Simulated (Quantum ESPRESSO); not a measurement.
# Band energies of LiF at +1 % isotropic strain

```xyz
2
Lattice="0.0000 2.0207 2.0207 2.0207 0.0000 2.0207 2.0207 2.0207 0.0000" Properties=species:S:1:pos:R:3 pbc="T T T"
Li     0.0000     0.0000     0.0000
F      2.0207     2.0207     2.0207
```

PBEsol (Quantum ESPRESSO, PseudoDojo norm-conserving, 84 Ry, no spin-orbit coupling); path ΓXWKΓLUWLK,UX; energies in eV from the valence-band maximum.

| k (1/Å) | point | band 1 | band 2 | band 3 | band 4 | band 5 | band 6 | band 7 | band 8 |
|---|---|---|---|---|---|---|---|---|---|
| 0.00 | Γ | -40.21 | -19.76 | 0.00 | 0.00 | 0.00 | 8.85 | 23.79 | 23.79 |
| 0.73 |  | -40.17 | -19.50 | -1.28 | -0.45 | -0.45 | 10.91 | 18.78 | 19.81 |
| 1.55 | X | -40.13 | -19.07 | -3.00 | -0.99 | -0.99 | 14.55 | 16.21 | 17.24 |
| 2.33 | W | -40.13 | -19.10 | -2.07 | -2.07 | -0.79 | 14.80 | 14.80 | 17.26 |
| 2.88 | K | -40.13 | -19.11 | -2.49 | -1.56 | -0.73 | 14.26 | 14.65 | 18.19 |
| 3.19 |  | -40.14 | -19.20 | -1.88 | -1.87 | -0.45 | 12.84 | 14.97 | 18.88 |
| 4.02 |  | -40.19 | -19.63 | -0.81 | -0.29 | -0.01 | 9.81 | 18.88 | 20.72 |
| 4.53 | Γ | -40.21 | -19.76 | 0.00 | 0.00 | 0.00 | 8.85 | 23.79 | 23.79 |
| 4.74 |  | -40.21 | -19.74 | -0.18 | -0.01 | -0.01 | 9.03 | 21.72 | 22.86 |
| 5.57 |  | -40.16 | -19.39 | -2.24 | -0.20 | -0.20 | 10.55 | 16.56 | 19.10 |
| 5.88 | L | -40.15 | -19.33 | -2.51 | -0.23 | -0.23 | 10.57 | 16.44 | 18.73 |
| 6.30 |  | -40.14 | -19.26 | -2.40 | -0.89 | -0.38 | 11.66 | 15.76 | 18.83 |
| 6.83 | U | -40.13 | -19.11 | -2.49 | -1.56 | -0.73 | 14.26 | 14.65 | 18.19 |
| 7.16 |  | -40.13 | -19.10 | -2.33 | -1.77 | -0.78 | 14.64 | 14.69 | 17.61 |
| 7.38 | W | -40.13 | -19.10 | -2.07 | -2.07 | -0.79 | 14.80 | 14.80 | 17.26 |
| 7.93 |  | -40.14 | -19.22 | -2.32 | -1.22 | -0.48 | 12.30 | 15.48 | 18.78 |
| 8.48 | L | -40.15 | -19.33 | -2.51 | -0.23 | -0.23 | 10.57 | 16.44 | 18.73 |
| 8.57 |  | -40.15 | -19.33 | -2.51 | -0.27 | -0.24 | 10.64 | 16.39 | 18.75 |
| 9.34 |  | -40.14 | -19.13 | -2.40 | -1.61 | -0.68 | 13.87 | 14.78 | 18.35 |
| 9.43 | K | -40.13 | -19.11 | -2.49 | -1.56 | -0.73 | 14.26 | 14.65 | 18.19 |
| 9.43 | U | -40.13 | -19.11 | -2.49 | -1.56 | -0.73 | 14.26 | 14.65 | 18.19 |
| 9.98 | X | -40.13 | -19.07 | -3.00 | -0.99 | -0.99 | 14.55 | 16.21 | 17.24 |

The PBEsol gap is direct, 8.85 eV at Γ.

Geometry strained from the cell relaxed with PBEsol, atoms relaxed again.
